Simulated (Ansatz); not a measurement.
**Two states of SrCrF6**

```yaml
crystal:
  lattice:
    - [3.56393, 2.05764, 2.23556]
    - [-3.56393, 2.05764, 2.23556]
    - [0.00000, -4.11528, 2.23556]
  atoms:
    - { symbol: Sr, position: [0.50000, 0.50000, 0.50000] }
    - { symbol: Cr, position: [0.00000, 0.00000, 0.00000] }
    - { symbol: F, position: [0.27600, 0.91600, 0.27600] }
    - { symbol: F, position: [0.27600, 0.27600, 0.91600] }
    - { symbol: F, position: [0.91600, 0.27600, 0.27600] }
    - { symbol: F, position: [0.72400, 0.08400, 0.72400] }
    - { symbol: F, position: [0.08400, 0.72400, 0.72400] }
    - { symbol: F, position: [0.72400, 0.72400, 0.08400] }
```

The numbers come from plane-wave PAW DFT (Ansatz): r2SCAN, 500 eV, 5×5×5 Γ-centred k points, fermi-dirac occupations (width 0.1 eV). Nothing was relaxed.

State A: no moments (no spin polarisation). State B: Cr2 up (collinear spin).

Question: Compare the two self-consistent states.

Answer: State B is lower by 198.2 meV an atom at zero smearing; in free energy at this smearing B lies -177.7 meV an atom from A.

```json
{"state": "A", "free energy (meV/atom)": "177.7", "largest moment in a small sphere (μB)": "0.00", "net moment (μB/cell)": "0.00", "gap on mesh (eV)": "metal", "pressure (GPa)": "0.8", "largest force (eV/Å)": "0.28"}
{"state": "B", "free energy (meV/atom)": "0.0", "largest moment in a small sphere (μB)": "1.61", "net moment (μB/cell)": "2.00", "gap on mesh (eV)": "0.45", "pressure (GPa)": "1.5", "largest force (eV/Å)": "0.43"}
```

Origin: a known structure type with other elements, at an estimated volume, so it need not be a known compound. Caveats: the state breaks the symmetry of the cell; the Fermi level lies in a narrow band between gaps, which spin or distortion may split.
